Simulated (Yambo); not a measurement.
Yambo run on K2Pt (space group Fm-3m, No. 225). The wavefunctions are PBEsol (pw.x of Quantum ESPRESSO, ONCV potentials, with spin-orbit coupling) ones on a 2×2×2 mesh (36 occupied bands); a = 5.2837 Å, b = 5.2837 Å, c = 5.2837 Å, α = 60.00°, β = 60.00°, γ = 60.00°.

Yambo input:

```
rim_cut
gw0
dyson
el_el_corr
HF_and_locXC
ppa
em1d
RandQpts= 1000000
RandGvec= 1 Ry
EXXRLvcs= 84 Ry
VXCRLvcs= 336 Ry
Chimod= "HARTREE"
% BndsRnXp
 9 | 310 |
%
NGsBlkXp= 3 Ry
% LongDrXp
 1.0 | 1.0 | 1.0 |
%
PPAPntXp= 27.2114 eV
% GbndRnge
 1 | 310 |
%
GTermKind= "BG"
DysSolver= "n"
ExtendOut
% QPkrange
 2 | 2 | 36 | 37 |
 3 | 3 | 36 | 36 |
%
```

k points by index: 2 = L, 3 = X.

Table of the .qp output:

```
#    K-point    Band    Eo [eV]    E [eV]    E-Eo [eV]    Vxc [eV]    Vnlxc [eV]    Sc|Eo [eV]    Sc|E [eV]    dSc/dw|Eo [eV]    Re(Z)    Im(Z)
#
    2    36    -0.079337    -0.651867    -0.572531    -18.63824    -22.90770    3.534988    3.696928    -7.695394    0.779543    -0.001000
    2    37    0.972207    1.108638    0.136432    -7.227017    -3.895068    -3.165800    -3.195518    -5.923275    0.821235    -0.001062
    3    36    0.000000    -0.542606    -0.542606    -18.90350    -23.12562    3.524359    3.679517    -7.779436    0.777670    -0.001162
```
(The two width columns are left out.) Convergence of these settings isn't established.

Geometry relaxed with PBEsol.

The structure is a Materials Project entry; no match was found in the copy of COD used, and its stability was not checked.
